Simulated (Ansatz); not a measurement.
ZnCu: stiffness from a series of strains

```xyz
2
Lattice="2.9450 0.0000 0.0000 0.0000 2.9450 0.0000 0.0000 0.0000 2.9450" Properties=species:S:1:pos:R:3 pbc="T T T"
Zn    1.4725    1.4725    1.4725
Cu    0.0000    0.0000    0.0000
```

Atom numbers follow the list: Zn1, Cu2.

The geometry is COD entry 9008814, unchecked; take it as a test cell.

Level of theory: Ansatz 0.2.0, DFT, PBEsol, all-electron LAPW, scalar-relativistic.

Numerical set-up: a Γ-centred 14×14×14 k mesh, Fermi–Dirac smearing of 0.05 eV, basis error target 0.5 meV/atom, no spin polarisation.

The strain is applied along the Cartesian axes of the cell as listed (the other components stay zero). Fractional coordinates are held (clamped ions).

σ is the change of stress from the unstrained cell, which is at -4.75 GPa; tension is positive, so slopes are stress–strain coefficients at that pressure. In a metal the k mesh adds noise.

Only quantities that a quadratic follows smoothly over the whole series are listed; rougher ones are left out.

| εxx = εyy | σzz (GPa) | σxx (GPa) |
| --- | --- | --- |
| -0.0200 | -4.54 | -5.40 |
| -0.0100 | -2.02 | -2.60 |
| 0.0000 | 0.00 | 0.00 |
| 0.0200 | 3.50 | 4.28 |

Q: Fit the series and read off the stiffness at zero strain.

A: Least-squares fits y = p0 + p1 x + p2 x² to the rows give σzz (GPa): p1 = 200, p2 = -1400; σxx (GPa): p1 = 242, p2 = -1400. So 2 C12 = 200 GPa and C11 + C12 = 242 GPa.

Q: One run, at εxx = εyy = 0.0100, is withheld. Predict its row.

A: The fits give 1.91, 2.27; the run gave 1.78, 2.31.
